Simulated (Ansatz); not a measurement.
YHf₂Ge₂, a known structure type with other elements, at an estimated volume

```
CELL_PARAMETERS angstrom
4.38619 0.00000 0.00000
-2.19309 3.79855 0.00000
0.00000 0.00000 6.98764
ATOMIC_POSITIONS crystal
Y 0.00000 0.00000 0.00000
Ge 0.33330 0.66670 0.25730
Ge 0.66670 0.33330 0.74270
Hf 0.33330 0.66670 0.64200
Hf 0.66670 0.33330 0.35800
```

Level: PBE, no spin polarisation; 420 eV; 9×9×5 Γ-centred mesh; fermi-dirac occupations (width 0.1 eV); Ansatz 0.2.0, fixed geometry.

- Contacts: Ge–Hf at 2.63 Å: least valence density 0.37 e/Å³ and ELF 0.34 there. Y–Ge at 3.11 Å: least valence density 0.17 e/Å³ and ELF 0.20 there. Y–Hf at 3.56 Å: least valence density 0.12 e/Å³ and ELF 0.24 there. Both are smooth PAW fields, read partly inside the augmentation spheres.
- Forces: The largest is on Ge2 (and as large on other atoms): 1.52 eV/Å, components (0.00, 0.00, -1.52). It makes 106° with the line to a nearest neighbour, Hf5 at 2.63 Å.
- Stress: The pressure is 3.7 GPa (compression positive), so with the atoms held at these fractions the cell would first expand; the forces are large, so a full relaxation may end otherwise. The principal stresses 3.0, 3.0, 5.0 GPa differ, so its shape would change too.
- Charges: Bader charges in e: Y +1.52, Hf +1.15, Ge -1.91. In the mean Y gives up most and Ge takes most.
- Formation energy: -0.36 eV an atom against the elements' usual phases (free molecules for gases, crystals otherwise, with no correction for O₂ or N₂), so it is bound against them; other compounds may still compete. Relaxing would lower it.
- At the Fermi level: It is a metal, with about 5.7 states/eV a cell as the mean within 0.25 eV of the Fermi level, mostly Hf d (66 %) and Y d (23 %).

Origin: a known structure type with other elements, at an estimated volume, so it need not be a known compound. Caveats: many states at the Fermi level without spin polarisation, so a magnetic state may lie lower; atoms or cell far from equilibrium.
